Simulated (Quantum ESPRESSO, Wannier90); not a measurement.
## SrTiO3 (cubic perovskite), plane waves to Wannier functions

```
CELL_PARAMETERS angstrom
      3.91270     0.00000     0.00000
      0.00000     3.91270     0.00000
      0.00000     0.00000     3.91270
ATOMIC_POSITIONS crystal
  Sr 0.00000 0.00000 0.00000
  Ti 0.50000 0.50000 0.50000
  O  0.50000 0.00000 0.50000
  O  0.00000 0.50000 0.50000
  O  0.50000 0.50000 0.00000
```

Cell from Materials Project (mp-5229), symmetrised, no further relaxation. COD (Crystallography Open Database) records the formula in this space group. Ideal cubic forms of this type are often high-temperature phases that distort on cooling; symmetry holds the cell here, and its stability was not tested. Computed values, not measurements, from PBEsol: Quantum ESPRESSO (norm-conserving PseudoDojo potentials, cutoff 68 Ry, no spin polarisation, no spin-orbit coupling) on a Γ-centred 8×8×8 mesh, then Wannier90. Density: 8×8×8 mesh, cold smearing 0.01 Ry.

postw90 (berry_task = kubo; independent particles, width 0.1 eV, no gap correction, excitons or local fields) prints σ_xx for one spin direction:

| ħω (eV) | Re σ (S/cm) | Im σ (S/cm) |
|---|---|---|
| 0.10 | 0 | -24 |
| 2.85 | 661 | -1080 |
| 4.40 | 2910 | -192 |

Problem. Work out the dielectric function, refractive index, reflectivity and absorption coefficient at these energies.

Solution. ε = 1 + iσ/(ε0 ω), so ε₂ = Re σ/(ε0 ω) and ε₁ = 1 − Im σ/(ε0 ω); ε0 ω = 134.5 S/cm × ħω in eV, and σ is doubled for both spins.
- 0.10 eV: ε₁ = 4.6, ε₂ = 0.0; n + ik = √ε = 2.14 + 0.00i; R = 13 %
- 2.85 eV: ε₁ = 6.6, ε₂ = 3.4; n + ik = √ε = 2.66 + 0.65i; R = 23 %; α = 2ωk/c = 190000 cm⁻¹
- 4.40 eV: ε₁ = 1.6, ε₂ = 9.8; n + ik = √ε = 2.41 + 2.04i; R = 39 %; α = 2ωk/c = 910000 cm⁻¹
The model holds its own bands alone, so ε₁ lacks the part of higher transitions, and near sharp peaks it hangs on the broadening.
